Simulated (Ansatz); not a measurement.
A geometry of InBi away from equilibrium: step 3 of the relaxation of a generated cell, InBi built in the AFLOW prototype AB_cI16_199_a_a (B_a). Level of theory: r2SCAN (plane waves to 500 eV, PAW, scalar-relativistic; Ansatz, an electronic-structure program). Γ-centred k-mesh 6×6×6 on the run's cell (coarser than for final values), Fermi–Dirac smearing 0.05 eV. The plane waves were selected for a different cell earlier on the path.

```yaml
crystal:
  lattice:
    - [-3.86230, 3.86230, 3.86230]
    - [3.86230, -3.86230, 3.86230]
    - [3.86230, 3.86230, -3.86230]
  atoms:
    - { symbol: In, position: [0.90507, 0.90507, 0.90507] }
    - { symbol: In, position: [0.50000, 0.00000, 0.59493] }
    - { symbol: In, position: [0.00000, 0.59493, 0.50000] }
    - { symbol: In, position: [0.59493, 0.50000, 0.00000] }
    - { symbol: Bi, position: [0.39022, 0.39022, 0.39022] }
    - { symbol: Bi, position: [0.50000, 0.00000, 0.10978] }
    - { symbol: Bi, position: [0.00000, 0.10978, 0.50000] }
    - { symbol: Bi, position: [0.10978, 0.50000, 0.00000] }
```

### Question
Give the Cartesian forces on all atoms (eV/Å).

### Answer
```csv
atom,Fx,Fy,Fz
In1,-0.17,-0.17,-0.17
In2,0.17,0.17,-0.17
In3,0.17,-0.17,0.17
In4,-0.17,0.17,0.17
Bi5,0.25,0.25,0.25
Bi6,-0.25,-0.25,0.25
Bi7,-0.25,0.25,-0.25
Bi8,0.25,-0.25,-0.25
```

The path ends in I2₁3 (No. 199) (AFLOW prototype AB_cI16_199_a_a (B_a)). No spin polarisation in the result.

The run could not lose the symmetry of its start: the end is stationary, and may be a saddle point rather than a minimum.

The end of the path is a generated cell of InBi: the first start was made by placing the elements on the sites of a structure type, and the end was not matched to a known phase here, so it may be hypothetical.
